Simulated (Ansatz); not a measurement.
## SiO2: a fit and a missing row

SiO2, P4_12_12, a = 4.985 Å, c = 6.925 Å. This isn't the usual stable structure of the compound. Ansatz: r2SCAN, PAW, 500 eV, Γ-centred 6×6×4 mesh on 12 atoms, Gaussian smearing 0.02 eV; no spin polarisation. Shape and atoms are relaxed at each volume; pressure is positive in compression.

```
V (Å³/atom) P (GPa)
     13.481     0.98
     13.911     0.46
     14.341    -0.02
     14.772        ?
     15.202    -0.79
```

Take V0 = 14.341 Å³/atom, count pressures from its P0 = -0.02 GPa, fit the third-order Birch–Murnaghan form to the other rows, and predict the missing pressure.

With the Eulerian strain f = ½[(V0/V)^(2/3) − 1] and y = (P − P0)/[3f(1 + 2f)^(5/2)], the form is the line y = B0 + 1.5 B0 (B0′ − 4) f. Rows (f, y): 0.02104, 14.29; 0.01025, 14.84; -0.01906, 14.84. Means f = 0.004077, y = 14.657; Σ(Δf)² = 0.0008612, ΣΔfΔy = -0.009330; the slope is their ratio. y = 14.70 − 10.83 f GPa, so B0 = 14.7 GPa and B0′ = 4 + 2 × (-10.83)/(3 × 14.70) = 3.51. At V = 14.772, f = -0.00977, y = 14.806 and P = -0.43 GPa. The run gave -0.44 GPa, so the fit is 0.01 GPa too high, within twice the rms miss on the fitted rows (0.009 GPa).

Cost: 5 runs of about 27 core-minutes in all, on AMD EPYC (Zen 3) (shared hosts).